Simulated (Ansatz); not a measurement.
Relaxed-ion elastic tensor of C in space group P6/mmm (No. 191; C on 6j, C on 6j) in GPa (Voigt order), r²SCAN+D4 in the plane-wave PAW code Ansatz; density 1.65 g/cm³, 12.07 Å³ per atom.

```json
[
 {"": "1", "1": "590", "2": "250", "3": "-3.8", "4": "0.0", "5": "0.0", "6": "0.0"},
 {"": "2", "1": "250", "2": "590", "3": "-3.8", "4": "0.0", "5": "0.0", "6": "0.0"},
 {"": "3", "1": "-3.8", "2": "-3.8", "3": "16.3", "4": "0.0", "5": "0.0", "6": "0.0"},
 {"": "4", "1": "0.0", "2": "0.0", "3": "0.0", "4": "-2.6", "5": "0.0", "6": "0.0"},
 {"": "5", "1": "0.0", "2": "0.0", "3": "0.0", "4": "0.0", "5": "-2.6", "6": "0.0"},
 {"": "6", "1": "0.0", "2": "0.0", "3": "0.0", "4": "0.0", "5": "0.0", "6": "170"}
]
```

Task: Is the crystal mechanically stable?

Result: No: the smallest eigenvalue of C is -2.6 GPa.

The start of the workflow was typed in or built on a structure type; the Crystallography Open Database copy checked does not list it. It is not the phase usual at ambient conditions (space group No. 194, 227). The r²SCAN+D4 relaxation kept the symmetry of its start. At this level the phase is mechanically unstable. As this level gives no gap, shear constants depend on the k-mesh and smearing (Fermi–Dirac, 0.1 eV here).

Potentials: the earlier of the program's two PAW sets.
